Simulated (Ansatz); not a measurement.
Clean, relaxed (001) surface of Li, space group R-3m (No. 166) (top face towards +c; atoms held fixed, by place in the list: 1, 2):

```
Li
1.0
     3.05692    0.00000    0.00000
    -1.52846    2.64737    0.00000
     0.00000    0.00000   26.99658
Li
5
Direct
  0.66667 0.33333 0.31485
  0.00000 0.00000 0.40745
  0.66667 0.33333 0.49825
  0.33333 0.66667 0.58880
  0.66667 0.33333 0.67603
```

Theory: Ansatz 0.2.0, DFT PBEsol, scalar-relativistic, plane waves, PAW. Settings: cutoff 420 eV, Γ-centred mesh 12×12×1 on the computed 5-atom cell, Gaussian smearing of 0.10 eV; no spin polarisation. The cell repeats along c with a dipole correction in the vacuum.

The adsorption energy is E(slab + adsorbate) − E(slab) − E(free adsorbate, spin-polarised where open-shell). With the adsorbate the cell is lengthened along c to keep the vacuum.

Task: CO is put at the bridge (Li-Li) at (0.17, 0.83) site, one adsorbate per 8.1 Å². What structure does it relax to?

Result: E_ads = -0.65 eV. Contacts: C–Li 2.26 Å. Bonds within the adsorbate: C–O 1.16 Å.

```xyz
7
Lattice="3.0569 0.0000 0.0000 -1.5285 2.6474 0.0000 0.0000 0.0000 30.1466" Properties=species:S:1:pos:R:3 pbc="T T T"
Li    1.5285    0.8825    8.5000
Li    0.0000    0.0000   10.9998
Li    1.5335    0.8795   13.4475
Li    0.0083    1.7601   15.9676
Li    1.5393    0.8762   18.5997
C     1.5511   -0.8956   20.0348
O     1.5459   -0.8925   21.1915
```

Each end is the local minimum or symmetric point that its start leads to. This isn't the usual crystal structure of Li.